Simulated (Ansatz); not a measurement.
ZnSe in space group P-6m2 (No. 187; Zn on 1a, Se on 1f) under volume change, plane-wave PAW r²SCAN (Ansatz code), shape and atoms relaxed at each volume.

| V (Å³/atom) | E − E(relaxed) (meV/atom) | P (GPa) |
|---|---|---|
| 17.821 | 40.8 | 8.02 |
| 18.409 | 17.2 | 4.94 |
| 18.996 | 4.0 | 2.27 |
| 19.584 | 0.0 | -0.01 |
| 20.171 | 3.7 | -1.93 |
| 20.759 | 13.8 | -3.55 |
| 21.346 | 29.4 | -4.94 |

**Question.** What does a third-order Birch–Murnaghan fit give for V₀, B₀ and B′?

**Answer.** V₀ = 19.59 Å³/atom, B₀ = 69.3 GPa, B′ = 4.4.

The cell is a constructed one: a structure type filled with these elements; neither database checked (COD, Materials Project) lists it. It is not the phase usual at ambient conditions (space group No. 216). Symmetry was held in the r²SCAN relaxation; whether a distortion lowers the energy is not shown.

Potentials: the earlier of the program's two PAW sets.
